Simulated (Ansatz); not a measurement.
# Sb: pressure against volume

Sb, Pm-3m, a = 3.088 Å. This isn't the element's structure at ambient conditions. Ansatz: r2SCAN, PAW, 500 eV, Γ-centred 14×14×14 mesh on 1 atom, Gaussian smearing 0.10 eV; no spin polarisation. Symmetry fixes shape and atoms, so the cell is only scaled; pressure is positive in compression.

| V (Å³/atom) | P (GPa) |
| --- | --- |
| 25.901 | 9.98 |
| 26.784 | 6.72 |
| 27.667 | 4.09 |
| 28.550 | 1.89 |
| 29.433 | -0.01 |
| 30.316 | -1.63 |
| 31.199 | ? |
| 32.376 | -4.57 |

Q: Take V0 = 29.433 Å³/atom, count pressures from its P0 = -0.01 GPa, fit the third-order Birch–Murnaghan form to the other rows, and predict the missing pressure.

A: With the Eulerian strain f = ½[(V0/V)^(2/3) − 1] and y = (P − P0)/[3f(1 + 2f)^(5/2)], the form is the line y = B0 + 1.5 B0 (B0′ − 4) f. Rows (f, y): 0.04448, 60.5; 0.03245, 59.1; 0.02106, 58.5; 0.01026, 58.7; -0.00976, 58.1; -0.03078, 57.9. Means f = 0.01128, y = 58.800; Σ(Δf)² = 0.003859, ΣΔfΔy = 0.1125; the slope is their ratio. y = 58.47 + 29.16 f GPa, so B0 = 58.5 GPa and B0′ = 4 + 2 × (29.16)/(3 × 58.47) = 4.33. At V = 31.199, f = -0.01905, y = 57.91 and P = -3.01 GPa. The run gave -3.02 GPa, so the fit is 0.01 GPa too high, within the rms miss on the fitted rows (0.06 GPa).

Cost: 8 runs of about 1.1 core-minutes in all, on Arm Neoverse V1 (shared hosts).